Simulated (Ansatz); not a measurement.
Problem. Ru (hcp (Mg type), P6_3/mmc) is relaxed with the program Ansatz at the PBE+D3(BJ) level (PAW). What lattice parameters of the conventional cell result?

Solution. a = 2.698 Å, c = 4.265 Å.

Symmetry was held in the PBE+D3(BJ) relaxation. The run is not spin-polarised. The pairwise dispersion correction was not fitted to metals. Axis ratios of metals converge slowly with the k-mesh, so a and c are less sure than the volume.

Potentials: the earlier of the program's two PAW sets.
